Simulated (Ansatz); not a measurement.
**BiB: computed DOS**

```cif
data_structure
_symmetry_space_group_name_H-M 'F-43m'
_symmetry_Int_Tables_number 216
_cell_length_a 5.5240
_cell_length_b 5.5240
_cell_length_c 5.5240
_cell_angle_alpha 90.000
_cell_angle_beta 90.000
_cell_angle_gamma 90.000
_cell_volume 168.56
loop_
_atom_site_label
_atom_site_type_symbol
_atom_site_symmetry_multiplicity
_atom_site_Wyckoff_symbol
_atom_site_fract_x
_atom_site_fract_y
_atom_site_fract_z
_atom_site_occupancy
B1 B 4 a 0.00000 0.00000 0.00000 1
Bi1 Bi 4 d 0.25000 0.25000 0.75000 1
```

The runs use the primitive cell with vectors (0.000, 2.762, 2.762), (2.762, 0.000, 2.762), (2.762, 2.762, 0.000) Å, to which the k mesh refers.

The structure comes from a relaxation in the same program, started in the zincblende type, and has space group F-43m. Whether it is a known phase or the ground state wasn't checked.

Spin–orbit coupling is left out, though it moves levels of the heavy atoms by tenths of an eV or more.

All numbers below come from DFT, PBE, all-electron LAPW, scalar-relativistic in Ansatz 0.2.0.

The runs use a Γ-centred 11×11×11 k mesh, Fermi–Dirac smearing of 0.05 eV, basis error target 0.5 meV/atom, no spin polarisation.

States per eV and cell, averaged over 0.4 eV, from -12.7 to 2.3 eV, with energies (bin centres) from the valence-band top; empty bins are left out. The partial columns, the largest 3 alone, are projections on Löwdin-orthogonalised atomic shells (those that the program's projection atoms carry: the occupied ones and, for some elements, an empty d or f shell; other empty shells have no column), summed over atoms of an element. Weights on diffuse s and p shells depend on that basis and aren't pure angular character.

```json
{"E (eV)": "-12.6", "total": "0.55", "B 2p": "0.08", "Bi 6p": "0.05", "Bi 6s": "0.32"}
{"E (eV)": "-12.2", "total": "0.82", "B 2p": "0.13", "Bi 6p": "0.06", "Bi 6s": "0.51"}
{"E (eV)": "-11.8", "total": "1.18", "B 2p": "0.21", "Bi 6p": "0.06", "Bi 6s": "0.77"}
{"E (eV)": "-11.4", "total": "1.19", "B 2p": "0.25", "Bi 6p": "0.03", "Bi 6s": "0.83"}
{"E (eV)": "-11.0", "total": "0.42", "B 2p": "0.10", "Bi 6p": "0.00", "Bi 6s": "0.31"}
{"E (eV)": "-7.8", "total": "0.03", "B 2p": "0.00", "Bi 6p": "0.01", "Bi 6s": "0.00"}
{"E (eV)": "-7.4", "total": "1.60", "B 2p": "0.11", "Bi 6p": "0.73", "Bi 6s": "0.05"}
{"E (eV)": "-7.0", "total": "1.06", "B 2p": "0.11", "Bi 6p": "0.47", "Bi 6s": "0.07"}
{"E (eV)": "-6.6", "total": "0.57", "B 2p": "0.07", "Bi 6p": "0.24", "Bi 6s": "0.06"}
{"E (eV)": "-6.2", "total": "0.41", "B 2p": "0.06", "Bi 6p": "0.16", "Bi 6s": "0.05"}
{"E (eV)": "-5.8", "total": "0.30", "B 2p": "0.05", "Bi 6p": "0.12", "Bi 6s": "0.04"}
{"E (eV)": "-5.4", "total": "0.24", "B 2p": "0.04", "Bi 6p": "0.09", "Bi 6s": "0.04"}
{"E (eV)": "-5.0", "total": "0.18", "B 2p": "0.03", "Bi 6p": "0.07", "Bi 6s": "0.03"}
{"E (eV)": "-4.6", "total": "0.90", "B 2p": "0.35", "Bi 6p": "0.46", "Bi 6s": "0.03"}
{"E (eV)": "-4.2", "total": "1.03", "B 2p": "0.41", "Bi 6p": "0.51", "Bi 6s": "0.03"}
{"E (eV)": "-3.8", "total": "0.98", "B 2p": "0.41", "Bi 6p": "0.46", "Bi 6s": "0.03"}
{"E (eV)": "-3.4", "total": "1.34", "B 2p": "0.62", "Bi 6p": "0.62", "Bi 6s": "0.03"}
{"E (eV)": "-3.0", "total": "1.38", "B 2p": "0.66", "Bi 6p": "0.63", "Bi 6s": "0.02"}
{"E (eV)": "-2.6", "total": "1.28", "B 2p": "0.63", "Bi 6p": "0.57", "Bi 6s": "0.02"}
{"E (eV)": "-2.2", "total": "1.20", "B 2p": "0.62", "Bi 6p": "0.52", "Bi 6s": "0.02"}
{"E (eV)": "-1.8", "total": "1.13", "B 2p": "0.61", "Bi 6p": "0.48", "Bi 6s": "0.01"}
{"E (eV)": "-1.4", "total": "0.70", "B 2p": "0.39", "Bi 6p": "0.28", "Bi 6s": "0.01"}
{"E (eV)": "-1.0", "total": "0.40", "B 2p": "0.23", "Bi 6p": "0.15", "Bi 6s": "0.00"}
{"E (eV)": "-0.6", "total": "0.21", "B 2p": "0.13", "Bi 6p": "0.07", "Bi 6s": "0.00"}
{"E (eV)": "-0.2", "total": "0.07", "B 2p": "0.04", "Bi 6p": "0.02", "Bi 6s": "0.00"}
{"E (eV)": "0.6", "total": "0.07", "B 2p": "0.02", "Bi 6p": "0.01", "Bi 6s": "0.02"}
{"E (eV)": "1.0", "total": "0.54", "B 2p": "0.19", "Bi 6p": "0.10", "Bi 6s": "0.08"}
{"E (eV)": "1.4", "total": "1.43", "B 2p": "0.60", "Bi 6p": "0.25", "Bi 6s": "0.21"}
{"E (eV)": "1.8", "total": "2.00", "B 2p": "0.91", "Bi 6p": "0.33", "Bi 6s": "0.30"}
{"E (eV)": "2.2", "total": "1.00", "B 2p": "0.47", "Bi 6p": "0.16", "Bi 6s": "0.14"}
```

**Question.** Which of the resolved shells contributes most in the top eV of the valence band?

**Answer.** B 2p, with 61 % of all states there; Bi 6p follows with 35 %.
